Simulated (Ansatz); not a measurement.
NbAl3:
```yaml
crystal:
  lattice:
    - [-1.91709, 1.91709, 4.28858]
    - [1.91709, -1.91709, 4.28858]
    - [1.91709, 1.91709, -4.28858]
  atoms:
    - { symbol: Al, position: [0.50000, 0.50000, 0.00000] }
    - { symbol: Al, position: [0.75000, 0.25000, 0.50000] }
    - { symbol: Al, position: [0.25000, 0.75000, 0.50000] }
    - { symbol: Nb, position: [0.00000, 0.00000, 0.00000] }
```

Relaxed with r²SCAN. Special points in fractions of this cell's reciprocal vectors: Γ (0.000, 0.000, 0.000); X (0.000, 0.000, 0.500); P (0.250, 0.250, 0.250); N (0.000, 0.500, 0.000); M (0.500, 0.500, -0.500); S (0.300, 0.700, -0.300); S0 (-0.300, 0.300, 0.300); R (-0.100, 0.100, 0.500); G (0.500, 0.500, -0.100).

Question: List the band energies nearest the Fermi level at these points for r²SCAN with spin–orbit coupling (plane waves, PAW; program Ansatz).

Answer: In eV from the Fermi level; about four levels below and three above (degenerate sets whole), none deeper than 8.9 eV; points with the same levels are listed once.

```csv
k,below,above
Γ,-2.20 -2.20 -2.19 -2.19,0.07 0.07 1.64 1.64
X,-2.88 -2.88 -2.15 -2.15,1.88 1.88 2.15 2.15
P,-2.51 -2.51 -1.59 -1.59,0.65 0.65 1.89 1.89
N,-1.24 -1.24 -0.31 -0.31,1.90 1.90 1.95 1.95
M,-0.09 -0.09 -0.04 -0.04,0.25 0.25 3.30 3.30
S,-1.35 -1.35 -0.21 -0.21,1.47 1.47 2.15 2.15
R,-2.20 -2.20 -2.00 -2.00,1.63 1.63 2.05 2.05
```

Space group I4/mmm. The workflow started from a Materials Project entry (that database holds measured and hypothetical structures alike); the Crystallography Open Database copy checked does not list it. With Al and Nb taken as one species the cell has the higher symmetry I4/mmm, so it may be an ordered model of a mixed-site phase. Whether it is the stable phase at ambient conditions was not checked. The r²SCAN relaxation kept the symmetry of its start; of distortions, only those at the zone centre were tested. The run is not spin-polarised.

Potentials: the later of the program's two PAW sets.
